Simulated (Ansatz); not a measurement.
# Is this SnH structure a true minimum?

It was reached by relaxing an invented guess, and it needn't be the stable form of this composition.

Level of theory: DFT PBE, scalar-relativistic, plane waves, PAW in Ansatz. Settings: cutoff 420 eV, Γ-centred mesh 12×12×4 on the computed 8-atom cell, Gaussian smearing of 0.01 eV; no spin polarisation.

The cell below (8 atoms, space group P6_3mc (No. 186)) is relaxed within its symmetry.

```yaml
crystal:
  lattice:
    - [4.72578, 0.00000, 0.00000]
    - [-2.36289, 4.09265, 0.00000]
    - [0.00000, 0.00000, 11.37346]
  atoms:
    - { symbol: Sn, position: [0.00000, 0.00000, 0.46429] }
    - { symbol: Sn, position: [0.33333, 0.66667, 0.03572] }
    - { symbol: Sn, position: [0.66667, 0.33333, 0.53572] }
    - { symbol: Sn, position: [0.00000, 0.00000, 0.96429] }
    - { symbol: H, position: [0.00000, 0.00000, 0.31148] }
    - { symbol: H, position: [0.33333, 0.66667, 0.18851] }
    - { symbol: H, position: [0.66667, 0.33333, 0.68851] }
    - { symbol: H, position: [0.00000, 0.00000, 0.81148] }
```

For the test it was strained at random (σ = 1.5 % a component), the atoms were moved at random (σ = 0.10 Å), and all was relaxed again on a coarse 6×6×2 mesh (in the run’s order of axes) with 0.20 eV smearing, with no symmetry imposed.

Weakly bound directions are ill-defined at this level, which has no dispersion term.

Question: Does it come back?

Answer: It returns, within 1 meV/atom of the unmoved cell on that mesh and with the same symmetry when read at 0.1 Å (Cm at 0.01 Å, so small strains and shifts remain). So it is stable against the distortions that fit this cell and that this random move excites. Modes that don't fit the cell aren't tested.
